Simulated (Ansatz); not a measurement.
One crystal and one scan (frozen-phonon scan) at two levels, PBE (plane waves to 420 eV, PAW, scalar-relativistic; Ansatz, a first-principles code) and r2SCAN (plane waves to 500 eV, PAW, scalar-relativistic; Ansatz), each from its own relaxed cell and on its own mesh. The cell shown is that of PBE.

Starting cell, GaN (zinc blende):

```yaml
crystal:
  lattice:
    - [0.00000, 4.54850, 4.54850]
    - [2.27425, 0.00000, 2.27425]
    - [2.27425, 2.27425, 0.00000]
  atoms:
    - { symbol: N, position: [0.37500, 0.75000, 0.75000] }
    - { symbol: N, position: [0.87500, 0.75000, 0.75000] }
    - { symbol: Ga, position: [0.00000, 0.00000, 0.00000] }
    - { symbol: Ga, position: [0.50000, 0.00000, 0.00000] }
```

A phonon eigenvector at L = (0.5, 0.0, 0.0) is frozen into this cell: atom i moves by Q times the vector below, so Q is the largest atomic displacement, in Å. The cell is held. It is one choice among 2 degenerate patterns. (q is in reciprocal vectors of the primitive cell; the cell shown is doubled to hold the pattern.)

```csv
atom,x,y,z
N1,-0.285,0.520,-0.805
N2,0.285,-0.520,0.805
Ga3,-0.046,0.083,-0.129
Ga4,0.046,-0.083,0.129
```

GaN was relaxed with its symmetry unable to fall. Percentages come from the unrounded values.

Results of PBE:

- Lattice constant a (Å) = 4.549
- Harmonic wavenumber from the curvature (finite differences) (cm⁻¹ (negative: imaginary)) = 538
- Shape of the curve = a single well with its minimum at or next to zero displacement

Problem. What does r2SCAN give for the same quantities?

Solution. 
```json
[
 {"quantity": "Lattice constant a (Å)", "r2SCAN": "4.498", "PBE − r2SCAN": "+0.051 (+1.1 %)"},
 {"quantity": "Harmonic wavenumber from the curvature (finite differences) (cm⁻¹ (negative: imaginary))", "r2SCAN": "570", "PBE − r2SCAN": "-32 (-5.5 %)"}
]
```

PBE gives the higher value for: lattice constant a. PBE gives the lower value for: harmonic wavenumber from the curvature. Both give the same shape of the curve: a single well with its minimum at or next to zero displacement. Neither level is exact: the differences show how much the result hangs on the functional.

(For displaced atoms, the force is minus the slope of the energy, and its curvature is a force constant, which sets phonon frequencies.)
